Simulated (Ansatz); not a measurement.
Consider the following.

SnSe:
```cif
data_SeSn
_chemical_formula_sum 'Se1 Sn1'
_space_group_name_H-M_alt 'P 1'
_space_group_IT_number 1
_cell_length_a 4.71276
_cell_length_b 4.71276
_cell_length_c 4.71276
_cell_angle_alpha 60.000
_cell_angle_beta 60.000
_cell_angle_gamma 60.000
loop_
_space_group_symop_operation_xyz
  'x, y, z'
loop_
_atom_site_label
_atom_site_type_symbol
_atom_site_fract_x
_atom_site_fract_y
_atom_site_fract_z
_atom_site_occupancy
Se1 Se 0.25000 0.25000 0.25000 1
Sn1 Sn 0.00000 0.00000 0.00000 1
```

This is the PBEsol-relaxed structure.

**Question.** All from plane-wave PAW PBEsol (Ansatz code), unless another level is named. Predict the electronic character.

**Answer.** metallic (no gap).

**Question.** And the formation energy from the elements (no fitted shifts)?

**Answer.** -103 meV/atom.

**Question.** Predict the density of states at the Fermi level.

**Answer.** 0.18 states/eV per atom (mean over ±0.08 eV).

**Question.** Predict the gap with spin–orbit coupling.

**Answer.** none (metallic).

Space group F-43m (zinc blende). The start of the workflow was typed in or built on a structure type; neither database checked (COD, Materials Project) lists it. It is not the phase usual at ambient conditions (space group No. 62). The PBEsol relaxation kept the symmetry of its start. At this level the phase is mechanically unstable. The references are the lowest solids computed at this level, not always the standard phases. Scalar-relativistic: spin–orbit coupling is off unless named, which matters more the heavier the elements.

Potentials: the later of the program's two PAW sets.
